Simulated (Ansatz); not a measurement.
Nb₃Sn:
```xyz
8
Lattice="5.2586 0.0000 0.0000 0.0000 5.2586 0.0000 0.0000 0.0000 5.2586" Properties=species:S:1:pos:R:3 pbc="T T T"
Nb     1.3147     0.0000     2.6293
Nb     3.9440     0.0000     2.6293
Nb     2.6293     3.9440     0.0000
Nb     2.6293     1.3147     0.0000
Nb     0.0000     2.6293     3.9440
Nb     0.0000     2.6293     1.3147
Sn     0.0000     0.0000     0.0000
Sn     2.6293     2.6293     2.6293
```

Relaxed with PBEsol. Special points in fractions of this cell's reciprocal vectors: Γ (0.000, 0.000, 0.000); X (0.000, 0.500, 0.000); M (0.500, 0.500, 0.000); R (0.500, 0.500, 0.500).

Task: List the band energies nearest the Fermi level at these points for DFT-PBEsol with spin–orbit coupling in the program Ansatz with PAW potentials.

Result: In eV from the Fermi level; about four levels below and three above (degenerate sets whole), none deeper than 8.9 eV; points with the same levels are listed once.

```
k                                            below                                    above
-  -----------------------------------------------  ---------------------------------------
Γ                          -0.06 -0.06 -0.06 -0.06            2.38 2.38 2.44 2.44 2.44 2.44
X                          -0.36 -0.36 -0.36 -0.36                      1.56 1.56 1.56 1.56
M                          -1.57 -1.57 -0.88 -0.88                      0.09 0.09 0.11 0.11
R  -1.43 -1.43 -1.43 -1.43 -1.43 -1.43 -1.43 -1.43  0.02 0.02 0.02 0.02 0.02 0.02 0.02 0.02
```

Space group Pm-3n (A15 (Cr3Si type)). The cell was relaxed with PBEsol under the symmetry of its start; of distortions, only those at the zone centre were tested. The run is not spin-polarised.

Potentials: the later of the program's two PAW sets.
